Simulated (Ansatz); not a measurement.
Guessed and relaxed cells of TaTeSe

The cell of TaTeSe is invented: Janus sheet modelled on a layer of TaSe2 (top face changed Se to Te).

Only a and b repeat, and vacuum parts the sheet from its images along c. Symmetry isn't written into the files.

start.cif

```cif
data_structure
_symmetry_space_group_name_H-M 'P 1'
_symmetry_Int_Tables_number 1
_cell_length_a 3.5549
_cell_length_b 3.5549
_cell_length_c 18.0000
_cell_angle_alpha 90.000
_cell_angle_beta 90.000
_cell_angle_gamma 120.000
_cell_volume 197.00
loop_
_atom_site_label
_atom_site_type_symbol
_atom_site_fract_x
_atom_site_fract_y
_atom_site_fract_z
_atom_site_occupancy
Ta1 Ta 0.66667 0.33333 0.51386 1
Te1 Te 0.33333 0.66667 0.59678 1
Se1 Se 0.33333 0.66667 0.40322 1
```

Method: DFT PBE, scalar-relativistic, plane waves, PAW in Ansatz 0.2.0. Cutoff 420 eV, Gaussian smearing, Γ-centred meshes. In-plane cell and atoms relax first on a coarse mesh and then on a finer one. In metals the finer mesh still leaves noise of several meV/atom or more. The steps can't lower the symmetry of their start. No spin polarisation.

end.cif

```cif
data_structure
_symmetry_space_group_name_H-M 'P 1'
_symmetry_Int_Tables_number 1
_cell_length_a 3.5886
_cell_length_b 3.5886
_cell_length_c 30.7682
_cell_angle_alpha 90.000
_cell_angle_beta 90.000
_cell_angle_gamma 120.000
_cell_volume 343.16
loop_
_atom_site_label
_atom_site_type_symbol
_atom_site_fract_x
_atom_site_fract_y
_atom_site_fract_z
_atom_site_occupancy
Ta1 Ta 0.66667 0.33333 0.29174 1
Te1 Te 0.33333 0.66667 0.35375 1
Se1 Se 0.33333 0.66667 0.24014 1
```

The symmetry stays p3m1 (No. 69). The area per atom grows by 1.9 %, from 3.6 to 3.7 Å². The shortest distance goes from 2.54 Å (Ta–Te) to 2.61 Å (Ta–Se). The energy falls by about 0.54 eV/atom (the start's value is from the coarse mesh). The program sets the height of the box itself, so the height of the cell differs between start and end.

```
Layer group                                : p3m1 (No. 69)
In-plane cell                              : a = 3.589 Å, b = 3.589 Å, γ = 120.0°
Area per atom                              : 3.72 Å²
Thickness between the outermost nuclei     : 3.50 Å
Formation energy                           : −0.56 eV/atom
Gap on the 12×12×1 mesh of the 3-atom cell : 0 eV (a metal)
```

Energies over the elements count from the elements' standard structures at the same level, with no fitted energy shifts. Whether it is stable depends on the other phases of the system, which aren't compared here.

The last run used Gaussian smearing of 0.10 eV. Spin–orbit coupling, which can matter for Ta and Te, is left out. An odd number of electrons in the primitive cell allows no gap without spin; a larger cell or a magnetic state could open one. The cell is a metal run without spin; a magnetic state may lie lower. The reference forms of Se and Te are held partly by dispersion forces, which this level lacks. A structure relaxed within its symmetry needn't be a true minimum. In all, the 3 runs took 3.6 min on 1 thread of Intel(R) Xeon(R) Platinum 8259CL CPU @ 2.50GHz (Skylake/Cascade Lake) (shared host).
